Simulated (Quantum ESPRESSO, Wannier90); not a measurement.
**Ag (fcc (Cu type)), plane waves to Wannier functions**

```xyz
1
Lattice="0.0000 2.0522 2.0522 2.0522 0.0000 2.0522 2.0522 2.0522 0.0000" Properties=species:S:1:pos:R:3 pbc="T T T"
Ag     0.0000     0.0000     0.0000
```

Structure: Materials Project mp-124, symmetrised, not relaxed again. This is the element's usual structure. Method: LDA plane waves in Quantum ESPRESSO 7.5 (PseudoDojo norm-conserving files, 69 Ry, no spin polarisation, no spin-orbit coupling), Bloch states on a 10×10×10 mesh through Γ, Wannier90 4.0.1. Density: 18×18×18 mesh, cold smearing 0.01 Ry.

The plane-wave run has 21 bands and 19 electrons a cell. On the energy scale of pw.x, whose zero is arbitrary, the Fermi level lies at 16.65 eV.

Input w.win, without the blocks of cell, atoms and k-points (1000 lines):

```
num_bands = 16
num_wann = 9
exclude_bands = 1-4
num_iter = 800
conv_tol = 1.0e-6
conv_window = 4
dis_num_iter = 1000
dis_conv_tol = 1.0e-6
dis_froz_max = 18.15
write_hr = true
write_u_matrices = true
begin projections
Ag: s;p;d
end projections
mp_grid = 10 10 10
```

This input has a fault. Which, and what does the program do?

wannier90.x stops with:
```
w90_wannier90_readwrite_read: mismatch in w.eig
```
num_bands differs from the number of bands in the files, which is the number computed minus those excluded. Mended as below, all else unchanged, the run goes through (Ω_I = 6.8 Å²) and follows the plane-wave bands to 7.8 meV rms (states up to 1.0 eV relative to the Fermi level).
```
num_bands = 17
```
